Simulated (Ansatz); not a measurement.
Si (diamond)

```xyz
2
Lattice="0.0000 2.7349 2.7349 2.7349 0.0000 2.7349 2.7349 2.7349 0.0000" Properties=species:S:1:pos:R:3 pbc="T T T"
Si     2.7349     2.7349     2.7349
Si     4.1024     4.1024     4.1024
```

In this cell atom 2 (Si, nearest neighbour Si at 2.369 Å; its periodic images, 3.9 Å or more away, move with it) is moved by s along Cartesian x, unit vector (1.000, 0.000, 0.000); all other atoms and the cell stay fixed.

Level of theory: PBE (plane waves to 420 eV, PAW, scalar-relativistic; Ansatz, a first-principles code). k mesh 8×8×8 (Γ-centred), Fermi-Dirac smearing 0.05 eV. E stands for the smeared free energy. As the smearing reaches across the gap at some points, energies and forces of such displacements shift with the k mesh and the smearing. Si was relaxed with its symmetry unable to fall. The PAW data are Ansatz's earlier set. The zero of ΔE is the undisplaced structure. The last digit holds for this mesh only.

```csv
s (Å),ΔE (meV/cell)
-0.710,2447.9
-0.568,1724.1
-0.426,1047.2
-0.284,withheld
-0.142,129.2
0.000,0.0
0.142,129.2
0.284,withheld
0.426,1047.2
0.568,1724.1
0.710,2447.9
```

Task: Fit an even polynomial form (powers 2, 4, 6) to the given rows and predict ΔE at s = 0.284.

Result: Least squares on the 9 given rows: ΔE = (6395)·s² + (-3630)·s⁴ + (1146)·s⁶, in meV/cell with s in Å; root-mean-square residual 0.88 meV/cell. At 0.284 the fit gives 492.8 meV/cell; the calculation gives 491.4 meV/cell, so the interpolation is off by 1.4 (+0.3 %). The quadratic term alone would give 515.8 meV/cell.

(For displaced atoms, the force is minus the slope of the energy, and its curvature is a force constant, which sets phonon frequencies.)
